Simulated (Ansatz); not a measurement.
Values for one crystal, relaxed and computed with r²SCAN (plane waves, PAW; program Ansatz); other levels are named.

Volume per atom: 26.66 Å³
Band gap: 0.69 eV (direct)
Electron effective mass: 0.17, 0.17, 0.19 mₑ (principal values)
Pressure derivative B′: 4.3
Formation energy from the elements (no fitted shifts): -64 kJ/mol of atoms
Elastic constants (relaxed ions, GPa): C11 = 138, C12 = 17.6, C44 = 20.6
Debye temperature from the elastic constants: 231 K

Which of these materials gives this?
A) CuI, zinc blende
B) KI, rock salt
C) PbS, rock salt
D) SrTe, rock salt

C, PbS, rock salt

Space group Fm-3m (rock salt). The cell was relaxed with r²SCAN under the symmetry of its start. The volume moved by -28 % from the start of the relaxation. The references are the lowest solids computed at this level, not always the standard phases. Scalar-relativistic: spin–orbit coupling is off unless named, which matters more the heavier the elements.

Potentials: the later of the program's two PAW sets.
